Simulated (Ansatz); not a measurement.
TlCl:
```yaml
crystal:
  lattice:
    - [3.91746, 0.00000, 0.00000]
    - [0.00000, 3.91746, 0.00000]
    - [0.00000, 0.00000, 3.91746]
  atoms:
    - { symbol: Tl, position: [0.00000, 0.00000, 0.00000] }
    - { symbol: Cl, position: [0.50000, 0.50000, 0.50000] }
```

Relaxed with PBE+D3(BJ). Special points in fractions of this cell's reciprocal vectors: Γ (0.000, 0.000, 0.000); X (0.000, 0.500, 0.000); M (0.500, 0.500, 0.000); R (0.500, 0.500, 0.500).

Task: List the band energies nearest the valence-band maximum at these points for PBE+D3(BJ) (plane waves, PAW; program Ansatz).

Result: In eV from the valence-band maximum; about four levels below and three above (degenerate sets whole), none deeper than 8.9 eV; points with the same levels are listed once.

```
k                    below           above
-  -----------------------  --------------
Γ  -4.40 -1.24 -1.24 -1.24  7.58 7.58 7.58
X   -5.07 -0.87 -0.87 0.00  2.23 6.53 6.53
M  -3.27 -2.56 -2.56 -0.82  4.83 4.83 8.19
R  -2.23 -1.71 -1.71 -1.71  2.76 2.76 2.76
```

Space group Pm-3m (CsCl type). The PBE+D3(BJ) relaxation kept the symmetry of its start; phonons on a q-mesh show weakly imaginary modes. Spin–orbit coupling is left out wherever it is not named.

Potentials: the later of the program's two PAW sets.
